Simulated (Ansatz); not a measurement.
Relaxed-ion elastic tensor of GaN (zinc blende, F-43m) in GPa (Voigt order), LDA (plane waves, PAW; program Ansatz); density 6.29 g/cm³, 11.05 Å³ per atom.

```
289  159  159  0.0  0.0  0.0
159  289  159  0.0  0.0  0.0
159  159  289  0.0  0.0  0.0
0.0  0.0  0.0  161  0.0  0.0
0.0  0.0  0.0  0.0  161  0.0
0.0  0.0  0.0  0.0  0.0  161
```

Question: Is the crystal mechanically stable?

Answer: Yes: the smallest eigenvalue of C is 131 GPa.

Question: Work out the Voigt, Reuss and Hill averages.

Answer: K_V = 202, K_R = 202, K_H = 202; G_V = 123, G_R = 102, G_H = 112 GPa.

Question: Give Young's modulus, Poisson's ratio, Pugh's ratio and the universal anisotropy index.

Answer: E = 9KG/(3K + G) = 284 GPa; ν = 0.27; K/G = 1.80 (near the Pugh limit of 1.75, no verdict); A_U = 5G_V/G_R + K_V/K_R − 6 = 1.05.

Question: Estimate the sound speeds and the Debye temperature.

Answer: v_l = √((K + 4G/3)/ρ) = 7480 m/s, v_t = √(G/ρ) = 4220 m/s, mean 4700 m/s; Θ = (h/k)(3n/4πV)^(1/3) v_m = 628 K.

Question: Give the Zener ratio and Young's modulus along [100], [110] and [111].

Answer: A = 2C44/(C11 − C12) = 2.47; 1/E = S11 − 2(S11 − S12 − S44/2)Γ with Γ = 0, 1/4, 1/3 gives 177, 296, 382 GPa.

Question: Solve the Christoffel equation for the three sound speeds along [100], [110], [111].

Answer: Eigenvalues of C_ijkl n_j n_l equal ρv² (piezoelectric stiffening left out). In km/s, slowest first: [100] 5.06, 5.06, 6.78; [110] 3.22, 5.06, 7.83; [111] 3.93, 3.93, 8.15.

Symmetry was held in the LDA relaxation.

Potentials: the earlier of the program's two PAW sets. The files were generated under PBE; for other functionals the program regenerates the frozen cores, and for LDA and PBEsol the local potential too.
